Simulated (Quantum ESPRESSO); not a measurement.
# Moving one atom in Ge6NAl

The results below are calculated, not measured. They come from pw.x of Quantum ESPRESSO 7.5, a plane-wave density functional program, with PseudoDojo standard norm-conserving files (v0.5 for PBE, v0.4.1 for LDA and PBEsol). The cells are made up: elements, strain and atom displacements were drawn at random, and nothing was relaxed. There is no spin polarisation, spin-orbit coupling or dispersion term.

The cell has 8 sites of a zincblende or diamond lattice. Sites 1 to 4 hold Ge Ge N Ge; sites 5 to 8 hold Ge Ge Ge Al. Cell vectors in Å: (5.590, -0.040, 0.061); (-0.040, 5.708, -0.062); (0.061, -0.062, 5.651). Settings: PBE, cutoff 1143 eV, 6 x 6 x 6 k mesh shifted by half a step, Fermi-Dirac smearing of 0.1 eV.

Each run shifts the Ge atom on site 2 along z and leaves all else fixed. Site 5 is one of its nearest neighbours. E is the free energy of the cell above the lowest run shown.

| run | shift (Å) | Fz on site 2 (eV/Å) | Fz on site 5 (eV/Å) | P (GPa) | E (meV) |
| --- | --- | --- | --- | --- | --- |
| 1 | -0.1003 | 1.179 | 2.060 | -0.64 | 71.6 |
| 2 | -0.0840 | 1.025 | 2.109 | -0.67 | 53.6 |
| 4 | -0.0422 | 0.628 | 2.232 | -0.73 | 19.1 |
| 5 | 0.0405 | -0.167 | 2.461 | -0.78 | 0.0 |
| 6 | 0.0507 | -0.264 | 2.487 | -0.77 | 2.2 |
| 7 | 0.0713 | -0.461 | 2.539 | -0.76 | 9.7 |
| 3 | -0.0619 | ? | ? | ? | ? |

A rerun of one of these cells at 1437 eV and k mesh 8 x 8 x 8 moved values by no more than 0.004 eV in the cell's energy, 0.02 GPa in stress and 0.004 eV/Å in force.

## Worked fit

A parabola through the six runs shown gives Fz on site 2 = 0.223 - 9.58 u - 0.5 u² eV/Å, with u in Å and a scatter of 0.002 eV/Å. Minus the slope, 9.58 ± 0.04 eV/Å², is this atom's force constant along z at u = 0, with its periodic images moving too. The fitted force vanishes at u = 0.023 Å, where the energy should be lowest along this line. The error is the larger of the fit's own and the change that a cubic makes, rounded up.

## Withheld run

Question: what Fz on site 2 should run 3 give?

The fit gives 0.814 eV/Å. The calculation gave 0.816 eV/Å.

```
run  shift (Å)  Fz on site 2 (eV/Å)  Fz on site 5 (eV/Å)  P (GPa)  E (meV)
  3    -0.0619                0.816                2.175    -0.71     33.3
```